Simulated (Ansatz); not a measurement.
LiZn$_{3}$ (Fm-3m): electronic heat capacity and spin susceptibility from the density of states

Theory: DFT r2SCAN, scalar-relativistic, plane waves, PAW in Ansatz.

Plane waves to 500 eV, a k mesh through Γ of 12×12×12 on the computed 4-atom cell and Gaussian smearing (0.10 eV); no spin polarisation.

Relaxed cell: Fm-3m, a = 6.023 Å, b = 6.023 Å, c = 6.023 Å, α = 90.00°, β = 90.00°, γ = 90.00°, 4 atoms in the primitive cell. Whether it is the stable form of this composition wasn't checked.

The density of states at the Fermi level is 0.824 states/eV in the cell of 4 atoms (1 formula unit; both spins, tetrahedra on a 18×18×18 mesh).

Q: What Sommerfeld coefficient and Pauli susceptibility does this give?

A: Per formula unit N(E_F) = 0.824 states/eV. γ = (π²/3) k_B² N(E_F) N_A = 2.357 mJ/(mol K²) per state/eV, so γ = 1.9 mJ/(mol K²), a mole of formula units. χ_P = μ_B² N(E_F) N_A = 3.23×10⁻⁵ emu/mol per state/eV gives 2.7×10⁻⁵ emu/mol. This is the bare band result: a measured γ of the same phase is as a rule larger by a factor 1 + λ from phonons and spin fluctuations, the spin part of χ is larger by the Stoner factor, and a measured χ also holds orbital and core terms. N(E_F) at one energy is sensitive to the mesh where the density of states has sharp peaks.

Cost: 1 run of about 1.2 core-minutes, on Arm Neoverse V2 (shared hosts).